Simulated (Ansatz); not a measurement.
SiW:
Space group Pm-3m (No. 221); a = b = c = 3.0309 Å, α = β = γ = 90.00°

```tsv
atom	site	symmetry	x	y	z
W	1a	m-3m	0.0000	0.0000	0.0000
Si	1b	m-3m	0.5000	0.5000	0.5000
```

Relaxed with PBEsol.

Decompose the optical modes at the zone centre into irreducible representations, and say which are infrared and Raman allowed.

Point group m-3m: Γ_opt = T1u. Infrared: T1u. Raman: none.

Assign frequencies (DFPT, PBEsol in the plane-wave PAW code Ansatz).

T1u 284 cm⁻¹.

The cell is a constructed one: a structure type filled with these elements; neither database checked (COD, Materials Project) lists it. Whether it is the stable phase at ambient conditions was not checked. Symmetry was held in the PBEsol relaxation; whether a distortion lowers the energy is not shown. The run is not spin-polarised. As this level gives no gap, phonon frequencies hold no LO–TO term and depend on the k-mesh and smearing (Fermi–Dirac, 0.1 eV here). Scalar-relativistic: spin–orbit coupling is off unless named, which matters more the heavier the elements.

Potentials: the earlier of the program's two PAW sets. The files were generated under PBE; for other functionals the program regenerates the frozen cores, and for LDA and PBEsol the local potential too.
